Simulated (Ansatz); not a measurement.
Ansatz input

```yaml
crystal:
  lattice:
    - [0.0, 3.792059271, 3.792059271]
    - [3.792059271, 0.0, 3.792059271]
    - [3.792059271, 3.792059271, 0.0]
  atoms:
    - { symbol: Ba, position: [0.125, 0.125, 0.125] }
    - { symbol: Ba, position: [0.875, 0.875, 0.875] }
hamiltonian:
  xc: r2scan
  pseudopotentials:
    kind: paw
    azcp:
      Ba: "pseudopotentials/Ba.paw.azcp"
basis:
  ecutwfc: 500
  fft_grid_basis: typed
kpoints:
  mp_grid: { grid: [12, 12, 12], shift: [0, 0, 0] }
magnetization:
  spin_polarized: false
scf:
  occupations: { method: fermi_dirac, width: 0.1 }
```

Terminal output

```
Engine: ansatz 0.2.0, x86_64-unknown-linux-gnu
Pseudopotentials: kind: paw
Pseudopotential: Ba, paw, valence charge 10, recommended cutoff 500 eV (meta_gga) 
Functional definition: r2SCAN
  parameter k0 = 0.174
  parameter k1 = 0.065
  parameter a1 = 4.9479
  exchange = r2scan_x(k0 = k0, k1 = k1, a1 = a1)
  correlation = r2scan_c
Crystal: 2 atoms, lattice volume = 109.057 Å³
Basis set: ecut = 500 eV, 2733 PW (Γ), exchange–correlation on 160×160×160 points (64 copies of the dense FFT grid, shifted against one another)
Bands: 14, of which v1, the nominal top of the filled ones, is band 10 counted from 1 (9 counted from 0)
Symmetry: 48 space group operations
Space group: Fd-3m (ITA 227), of the structure as read, at distance tolerance 4.8e-5 Å
k-points: 72 of 1728
Non-local potential: Ba, projectors of the file, l = 0: 3, l = 1: 2, l = 2: 2, l = 3: 2
PAW form: soft (Blöchl's): semilocal exchange-correlation on the pseudo side does not see the compensation charge
PAW frozen core: Ba, regenerated for the run's functional (the file was generated under x = pbe(κ = 0.804, μ = 0.2195149727645171), c = pbe(β = 0.06672455060314922))
PAW one-centre angular grid: Ba, 302 points (default); XC on 160 Gauss nodes
Initial density: superposition of atomic densities (neutral atoms: chi_scale 0, normalization atom), corrected by the library's trained network
Initial wavefunctions: pseudopotential atomic-orbital guess
Functional: x = r2scan, c = r2scan; τ floored in thin density (d = 2e-4 eV/Å³)
SCF iter   1: F=—  HF=-11926.992445 eV  |F-HF|=—  |Δ(HF+E_count)|=         —  Δρ=5.97e-3  dr2=5.00e-2  dr2_τ=7.13e-3  ethr=1.77e-3  ⟨swp⟩=9.5  Hψ=7481  notcnv=0
SCF iter   2: F=—  HF=-11927.226016 eV  |F-HF|=—  |Δ(HF+E_count)|=   2.34e-1  Δρ=3.90e-3  dr2=2.75e-2  dr2_τ=5.62e-4  ethr=2.50e-4  ⟨swp⟩=2.1  Hψ=2458  notcnv=0
SCF iter   3: F=—  HF=-11927.232607 eV  |F-HF|=—  |Δ(HF+E_count)|=   6.59e-3  Δρ=1.06e-3  dr2=4.29e-3  dr2_τ=3.89e-5  ethr=1.38e-4  ⟨swp⟩=2.3  Hψ=1866  notcnv=0
SCF iter   4: F=—  HF=-11927.232945 eV  |F-HF|=—  |Δ(HF+E_count)|=   3.37e-4  Δρ=3.28e-4  dr2=2.87e-4  dr2_τ=1.97e-6  ethr=2.14e-5  ⟨swp⟩=2.9  Hψ=1605  notcnv=0
SCF iter   5: F=—  HF=-11927.232875 eV  |F-HF|=—  |Δ(HF+E_count)|=   6.93e-5  Δρ=4.03e-5  dr2=2.39e-6  dr2_τ=1.88e-7  ethr=1.44e-6  ⟨swp⟩=3.0  Hψ=1762  notcnv=0
SCF iter   6: F=—  HF=-11927.232879 eV  |F-HF|=—  |Δ(HF+E_count)|=   3.33e-6  Δρ=1.18e-5  dr2=2.16e-7  dr2_τ=2.32e-9  ethr=1.19e-8  ⟨swp⟩=2.0  Hψ=1669  notcnv=0
SCF iter   7: F=-11927.232879 eV  HF=-11927.232879 eV  |F-HF|=6.46e-9  |Δ(HF+E_count)|=   2.57e-7  Δρ=1.79e-6  dr2=3.56e-9  dr2_τ=5.29e-11  ethr=5.00e-10  ⟨swp⟩=3.0  Hψ=2149  notcnv=0
SCF 1 converged in 7 iterations: F = -11927.232879 eV  dr2 = 3.56e-9
SCF converged after 7 iterations
Free energy (F): -11927.232879 eV
Harris-Foulkes:  -11927.232879 eV  (|F-HF|=6.46e-9)
Internal energy: -11927.170401 eV  (E = F + TS)
E sigma→0 (E₀):  -11927.201640 eV
Entropy (-TS):   -0.062478 eV (-31.239 meV/atom)
Fermi energy:    6.779679 eV
--- Per-component energies (eV) ---
  E_band       = -168.188405
  E_kinetic    = 338.938351
  E_local      = -809.598335  (includes V_loc(G=0)·N_el)
  E_nonlocal   = 112.584820
  E_hartree    = 269.873578
  E_xc         = -312.779859
  E_vxc        = -293.279371  (∫ρ·V_xc dr)
  E_paw        = -10503.561198  (= ΣΔE_a)
  E_vpaw       = -70.885293  (= ΣTr[D̂ρ^β])
  E_aug_tail   = -0.000002  (compensation charges beyond the density's cutoff)
  E_vtau       = 14.304089  (kinetic-family band-sum trace: ∫τ·v_τ [+ j·A + Jᵃ·Aᵃ] dr)
  E_ewald      = -1022.768588
  E_core_change = 0.140832  (= ΣΔE_core)
  E_smearing   = -0.062478  (= −TS)
  E_closure    = 0.000000  (closes the sum)
  Σ components = -11927.232879   (vs F -11927.232879, Δ=0.00e0)
```

Launched by

```sh
ansatz run input.yaml --threads 1 --pin off --max-ram 3584MiB --backend cpu --events-out ev --progress --plain --runs-dir out
```

On 1 thread of Intel(R) Xeon(R) Platinum 8259CL CPU @ 2.50GHz (Skylake/Cascade Lake) (shared host) this took about 15 s of wall time and 14 s of CPU time.
